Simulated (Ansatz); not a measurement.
## Barrier of one jump, Zn in ZnSe

All numbers below come from DFT PBE, scalar-relativistic, plane waves, PAW in Ansatz 0.2.0. Settings: 420 eV cutoff, 2×2×2 k-mesh, shifted by half a step, Gaussian smearing of 0.02 eV, no spin polarisation.

In a supercell of 32 host sites with charge -2, Zn trades places with a neighbouring Zn vacancy, moving 3.93 Å between the relaxed ends. Climbing-image nudged elastic band at fixed cell with images 0 (start) to 6 (end), the path measured over all atoms, converged to 0.05 eV/Å; the order of the saddle wasn't checked, and the small cell leaves errors of about a tenth of an eV.

Start:

```yaml
crystal:
  lattice:
    - [-5.73176, -5.73176, 5.73176]
    - [5.73176, 5.73176, 5.73176]
    - [-5.73176, 5.73176, -5.73176]
  atoms:
    - { symbol: Zn, position: [0.25000, 0.51127, 0.25374] }
    - { symbol: Zn, position: [0.50374, 0.51127, 0.00000] }
    - { symbol: Zn, position: [0.75753, 0.49626, 0.74626] }
    - { symbol: Zn, position: [0.50374, 0.75000, 0.76127] }
    - { symbol: Zn, position: [0.25000, 0.00374, 0.76127] }
    - { symbol: Zn, position: [0.99626, 0.49626, 0.50753] }
    - { symbol: Zn, position: [0.75000, 0.75000, 0.50000] }
    - { symbol: Zn, position: [0.48873, 0.98873, 0.49247] }
    - { symbol: Zn, position: [0.25000, 0.25000, 0.50000] }
    - { symbol: Zn, position: [0.01127, 0.75000, 0.25374] }
    - { symbol: Zn, position: [0.74247, 0.98873, 0.23873] }
    - { symbol: Zn, position: [0.48873, 0.24247, 0.23873] }
    - { symbol: Zn, position: [0.01127, 0.00374, 0.00000] }
    - { symbol: Zn, position: [0.75000, 0.25000, 0.00000] }
    - { symbol: Zn, position: [0.99626, 0.25753, 0.74626] }
    - { symbol: Se, position: [0.00099, 0.25199, 0.00000] }
    - { symbol: Se, position: [0.25000, 0.25199, 0.75099] }
    - { symbol: Se, position: [0.01165, 0.51165, 0.76165] }
    - { symbol: Se, position: [0.49900, 0.24801, 0.49801] }
    - { symbol: Se, position: [0.25000, 0.50099, 0.50199] }
    - { symbol: Se, position: [0.00099, 0.75000, 0.50199] }
    - { symbol: Se, position: [0.74801, 0.24801, 0.24900] }
    - { symbol: Se, position: [0.49901, 0.50100, 0.24901] }
    - { symbol: Se, position: [0.25000, 0.75000, 0.23835] }
    - { symbol: Se, position: [0.00100, 0.99901, 0.24901] }
    - { symbol: Se, position: [0.75199, 0.50099, 0.00000] }
    - { symbol: Se, position: [0.48835, 0.75000, 0.00000] }
    - { symbol: Se, position: [0.25000, 0.98835, 0.00000] }
    - { symbol: Se, position: [0.75199, 0.75000, 0.75099] }
    - { symbol: Se, position: [0.49901, 0.99901, 0.75100] }
    - { symbol: Se, position: [0.74801, 0.99900, 0.49801] }
```

Atom 1 jumps to (2.823, 2.952, 5.689) Å.

Task: Give the energy along the band and the structure at its top.

Result:
```csv
image,path (Å),E − E(0) (eV),Zn x (Å),Zn y (Å),Zn z (Å),force on Zn (eV/Å)
0,0.00,0.000,0.043,2.952,2.909,0.01
1,0.77,0.326,0.457,2.686,3.323,0.70
2,1.54,0.937,0.939,2.386,3.805,0.71
3,2.32,1.287,1.433,2.231,4.299,0.01
4,3.09,0.937,1.927,2.386,4.793,0.71
5,3.86,0.326,2.409,2.686,5.275,0.70
6,4.63,0.000,2.823,2.952,5.689,0.01
```

Barrier 1.29 eV. Image 3:
```yaml
crystal:
  lattice:
    - [-5.73176, -5.73176, 5.73176]
    - [5.73176, 5.73176, 5.73176]
    - [-5.73176, 5.73176, -5.73176]
  atoms:
    - { symbol: Zn, position: [0.25000, 0.56962, 0.06962] }
    - { symbol: Zn, position: [0.51364, 0.49977, 0.99977] }
    - { symbol: Zn, position: [0.76205, 0.50642, 0.75137] }
    - { symbol: Zn, position: [0.48489, 0.73600, 0.74843] }
    - { symbol: Zn, position: [0.25000, 0.00312, 0.76251] }
    - { symbol: Zn, position: [0.01511, 0.50111, 0.51353] }
    - { symbol: Zn, position: [0.73795, 0.73933, 0.49438] }
    - { symbol: Zn, position: [0.50399, 0.01064, 0.51064] }
    - { symbol: Zn, position: [0.25000, 0.26251, 0.50312] }
    - { symbol: Zn, position: [0.99601, 0.75665, 0.25665] }
    - { symbol: Zn, position: [0.73795, 0.99438, 0.23933] }
    - { symbol: Zn, position: [0.48489, 0.24843, 0.23600] }
    - { symbol: Zn, position: [0.01511, 0.01353, 0.00111] }
    - { symbol: Zn, position: [0.76205, 0.25137, 0.00642] }
    - { symbol: Zn, position: [0.98636, 0.23613, 0.73613] }
    - { symbol: Se, position: [0.01461, 0.26692, 0.00318] }
    - { symbol: Se, position: [0.25000, 0.24829, 0.74829] }
    - { symbol: Se, position: [0.01461, 0.50318, 0.76692] }
    - { symbol: Se, position: [0.50408, 0.26040, 0.50275] }
    - { symbol: Se, position: [0.25000, 0.50200, 0.48801] }
    - { symbol: Se, position: [0.99592, 0.74867, 0.50632] }
    - { symbol: Se, position: [0.75000, 0.25532, 0.25532] }
    - { symbol: Se, position: [0.48539, 0.50231, 0.23857] }
    - { symbol: Se, position: [0.25000, 0.77536, 0.27536] }
    - { symbol: Se, position: [0.99592, 0.00632, 0.24867] }
    - { symbol: Se, position: [0.75916, 0.50087, 0.00087] }
    - { symbol: Se, position: [0.48539, 0.73857, 0.00231] }
    - { symbol: Se, position: [0.25000, 0.98801, 0.00200] }
    - { symbol: Se, position: [0.75000, 0.75532, 0.75532] }
    - { symbol: Se, position: [0.50408, 0.00275, 0.76040] }
    - { symbol: Se, position: [0.74084, 0.99171, 0.49171] }
```

Cost: 1 run of about 59 core-minutes, on Intel Xeon Platinum 8488C (Sapphire Rapids) (shared hosts).